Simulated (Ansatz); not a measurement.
NbAg (rock salt, Fm-3m), PBE (plane waves, PAW; program Ansatz), all energies at zero smearing, with the estimated change up to a 700 eV cutoff added, with one set of potentials and settings (totals compare only within such a set). Cell of 2 atoms (1 Ag, 1 Nb): -12140.487 eV.

```csv
element,reference phase,E (eV/atom)
Ag,"R-3m, 3 atoms in the cell",-7590.5531
Nb,"Im-3m, 1 atoms in the cell",-4552.2836
```

Formation energy per atom, worked out: (-12140.487 − 1×(-7590.5531) − 1×(-4552.2836))/2 = 1.175 eV/atom (113 kJ per mol of atoms), at 0 K, without zero-point energy or fitted corrections.

The start of the workflow was typed in or built on a structure type; neither database checked (COD, Materials Project) lists it. Its standing as an ambient phase is unchecked. The cell was relaxed with PBE under the symmetry of its start; whether a distortion lowers the energy is not shown. The run is not spin-polarised. The volume moved by 16 % from the start of the relaxation. Its formation energy is positive at this level, so the cell may be metastable or incomplete. The references are the lowest solids computed at this level, not always the standard phases.

Potentials: the later of the program's two PAW sets.
